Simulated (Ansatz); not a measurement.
A geometry of CsVBr₃ away from equilibrium: step 3 of the relaxation of a generated trial cell of CsVBr3 in the AFLOW prototype AB3C_hR10_148_c_f_c (as in TiFeO3). Method: PBE (plane waves to 420 eV, PAW, scalar-relativistic; Ansatz, a quantum-chemistry and plane-wave program). Γ-centred k-mesh 4×4×4 on the run's cell (coarser than for final values), Fermi–Dirac smearing 0.05 eV. The plane waves were selected for a different cell earlier on the path.

```yaml
crystal:
  lattice:
    - [3.76451, 2.17344, 6.95863]
    - [-3.76451, 2.17344, 6.95863]
    - [0.00000, -4.34688, 6.95863]
  atoms:
    - { symbol: V, position: [0.35090, 0.35090, 0.35090] }
    - { symbol: V, position: [0.64910, 0.64910, 0.64910] }
    - { symbol: Br, position: [0.27573, 0.55550, 0.94671] }
    - { symbol: Br, position: [0.94671, 0.27573, 0.55550] }
    - { symbol: Br, position: [0.55550, 0.94671, 0.27573] }
    - { symbol: Br, position: [0.72427, 0.44450, 0.05329] }
    - { symbol: Br, position: [0.05329, 0.72427, 0.44450] }
    - { symbol: Br, position: [0.44450, 0.05329, 0.72427] }
    - { symbol: Cs, position: [0.14814, 0.14814, 0.14814] }
    - { symbol: Cs, position: [0.85186, 0.85186, 0.85186] }
```
Spin-polarised start, with parallel moments on V.

Task: What forces act on the atoms (eV/Å)?

Result: 
```tsv
atom	Fx	Fy	Fz
V1	0.00	0.00	-0.67
V2	0.00	0.00	0.67
Br3	1.07	0.56	1.41
Br4	-1.02	0.65	1.41
Br5	-0.05	-1.21	1.41
Br6	-1.07	-0.56	-1.41
Br7	1.02	-0.65	-1.41
Br8	0.05	1.21	-1.41
Cs9	0.00	0.00	0.03
Cs10	0.00	0.00	-0.03
```

The path ends in R-3 (No. 148) (AFLOW prototype AB3C_hR10_148_c_f_c (as in TiFeO3)). Spin state reached: ferromagnetic (net 0.60 μB/atom), from parallel starting moments; other spin orders were not run from this start. No Hubbard U is applied.

The run could not lose the symmetry of its start, so the end can be a saddle point.

The end of the path is a generated cell of CsVBr3: the first start was made by placing the elements on the sites of a structure type, and the end was not matched to a known phase here, so it may be hypothetical.
